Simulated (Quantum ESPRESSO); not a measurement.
```
CELL_PARAMETERS angstrom
      6.14945     0.00000     0.00000
      0.00000     6.14945     0.00000
      0.00000     0.00000     4.41368
ATOMIC_POSITIONS crystal
  H  0.36244 0.50000 0.13469
  H  0.00000 0.86244 0.13469
  H  0.63756 0.50000 0.13469
  H  0.00000 0.13756 0.13469
  H  0.86244 0.00000 0.86531
  H  0.50000 0.63756 0.86531
  H  0.13756 0.00000 0.86531
  H  0.50000 0.36244 0.86531
  N  0.50000 0.50000 0.00000
  N  0.00000 0.00000 0.00000
  I  0.00000 0.50000 0.45147
  I  0.50000 0.00000 0.54853
```

The geometry is that of Materials Project entry mp-643062, symmetrised and not relaxed again.

Question: What does norm-conserving LDA (Quantum ESPRESSO, 84 Ry, without SOC) give for the electronic structure near the Fermi level?

Answer: The LDA gap is direct, 3.39 eV at Γ. Without spin-orbit coupling, band edges of such heavy elements can be off by tenths of an eV.

The structure is a Materials Project entry; no match was found in the copy of COD used, and its stability was not checked.

The distance between layers or molecules is the database entry's, not relaxed here. Functionals without dispersion can leave it too large, which widens gaps and weakens the response across layers: the numbers belong to this cell.
